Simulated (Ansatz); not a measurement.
Cu:
```yaml
crystal:
  lattice:
    - [0.00000, 1.78183, 1.78183]
    - [1.78183, 0.00000, 1.78183]
    - [1.78183, 1.78183, 0.00000]
  atoms:
    - { symbol: Cu, position: [0.00000, 0.00000, 0.00000] }
```

Relaxed with PBEsol. Special points in fractions of this cell's reciprocal vectors: Γ (0.000, 0.000, 0.000); X (0.500, 0.000, 0.500); U (0.625, 0.250, 0.625); K (0.375, 0.375, 0.750); L (0.500, 0.500, 0.500); W (0.500, 0.250, 0.750).

Problem. List the band energies nearest the Fermi level at these points for PBEsol (plane waves, PAW; program Ansatz).

Solution. In eV from the Fermi level; about four levels below and three above (degenerate sets whole), none deeper than 8.9 eV; … stands for higher levels left out; points with the same levels are listed once.

```
k                          below   above
-  -----------------------------  ------
Γ  -3.11 -3.11 -3.11 -2.21 -2.21       …
X        -4.62 -1.61 -1.44 -1.44  1.40 …
U        -4.25 -2.85 -2.07 -1.65  4.41 …
L  -3.14 -3.14 -1.59 -1.59 -1.19       …
W        -3.67 -3.67 -2.26 -1.44       …
```

Space group Fm-3m (fcc (Cu type)). The PBEsol relaxation kept the symmetry of its start. The run is not spin-polarised.

Potentials: the later of the program's two PAW sets.
